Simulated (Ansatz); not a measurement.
**Cu$_{3}$O$_{2}$: energy along a strain**

Cu$_{3}$O$_{2}$, I4/mmm, a = 3.969 Å, c = 7.261 Å. The structure is a Materials Project entry; whether it is the stable form wasn't checked. Ansatz: PBEsol, PAW, 420 eV, Γ-centred 16×16×16 mesh on 5 atoms, Gaussian smearing 0.15 eV; no spin polarisation. Cell vectors (Å): -1.985 1.985 3.630; 1.985 -1.985 3.630; 1.985 1.985 -3.630. The cell is strained by x per cent times the pattern (1 1 0 0 0 0) in the order xx yy zz yz xz xy (engineering shears), with fractional coordinates held. y is the free energy over the start, V0 = 11.440 Å³/atom.

```
x (%) y (meV/atom)
-4.00             ?
-2.00          7.37
 0.00          0.00
 1.00          1.55
 3.00         13.16
 4.00         22.56
```

**Question.** Fit y = c1 x + c2 x² + c3 x³ to the other rows, get the stiffness along the pattern, and predict the missing energy.

**Answer.** Least squares on the rows shown. y = −0.086623 x + 1.6762 x² − 0.061222 x³. The clamped-ion stiffness p·C·p = 2 × 16.76 eV × 160.2 / 11.440 Å³ = 469 GPa; c1 is there for the stress left in the start, which by itself gives a slope of -0.06 meV/atom per %. At x = -4.00 the fit asked for gives 31.08 meV/atom. The run gave 31.68 meV/atom, so the fit is 0.60 meV/atom too low, 1.9 % of the span of the series, against an rms of 0.01 meV/atom on the fitted rows. The row lies outside the fitted range. With a term in x⁴ added, a fit to the same known rows (none to spare) predicts 31.80 meV/atom, so most of the miss is curvature that the known rows already hold.

Spin polarisation was left out, and a magnetic state may lie lower.

Cost: 6 runs of about 6.9 core-minutes in all, on Intel Xeon Processor @ 2.50GHz (Skylake/Cascade Lake) (shared hosts).